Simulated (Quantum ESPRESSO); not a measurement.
# Moving one atom in Al2MgTa2W3

All numbers below are calculated, not measured. They come from Quantum ESPRESSO 7.5, a public plane-wave density functional program. Each row is one single-point run on a made-up periodic cell of eight metal atoms, with elements, volume, strain and displacements drawn at random and not relaxed, so a cell may be unstable or far from any real phase. There is no spin polarisation or spin-orbit coupling.

Settings: PBE unless stated; PseudoDojo standard norm-conserving files; Fermi-Dirac width 0.25 eV, which means electrons at about 2900 K; cutoff 1143 eV; 5 x 5 x 4 k mesh shifted half a step off Gamma. E is the free energy of the whole cell (internal energy minus TS), so a -TS column is already part of it. Stress is positive in tension, and the pressure P is minus a third of its trace.

Checks: one run of this series was repeated at a higher cutoff and on a denser mesh, which moved values by no more than 0.007 eV, 0.09 GPa and 0.016 eV/Å, and a second program with other atomic files agreed on it to 2 % rms in force and 0.5 GPa in pressure. Known limits: heavy elements are run without spin-orbit coupling, which real alloys of them have; a spin test at this wide smearing found no moment, but such smearing suppresses magnetism that the real alloy may have.

The lattice is hexagonal close-packed, and the cell vectors in Å are (0.000, 0.000, -4.495); (0.000, 4.971, 0.000); (5.740, 0.000, 0.000), a volume of 128.25 Å³. The elements on sites 1 to 8 are Al Mg Al Ta Ta W W W. The runs move the W atom on site 8 by u along x from its drawn, already displaced place and keep all else fixed. Forces are on that atom, and E is counted from run 4.

| run | u (Å) | Fx (eV/Å) | Fy (eV/Å) | Fz (eV/Å) | P (GPa) | E (meV) |
|---|---|---|---|---|---|---|
| 1 | -0.1378 | 0.566 | -0.733 | -0.718 | 11.67 | -13.4 |
| 2 | -0.0848 | 0.056 | -0.746 | -0.760 | 11.65 | -30.0 |
| 3 | -0.0267 | -0.520 | -0.771 | -0.810 | 11.79 | -16.7 |
| 4 | -0.0010 | -0.779 | -0.785 | -0.833 | 11.90 | 0.0 |
| 5 | 0.0686 | -1.497 | -0.838 | -0.903 | 12.40 | 79.0 |
| 6 | 0.0913 | ? | ? | ? | ? | ? |
| 7 | 0.1350 | -2.199 | -0.906 | -0.981 | 13.11 | 201.6 |

## Worked fit

A parabola through the runs shown gives Fx = -0.789 - 10.15 u - 2.2 u² eV/Å, with an error of 0.00 on the linear term and a scatter of 0.001 eV/Å. Minus its integral from run 1 to run 7 is 215 meV, and the table's energies differ by 215 meV.

## Withheld run

Question: what Fx should run 6 give?

The fit gives -1.734 ± 0.001 eV/Å. The calculation gave -1.735 eV/Å.
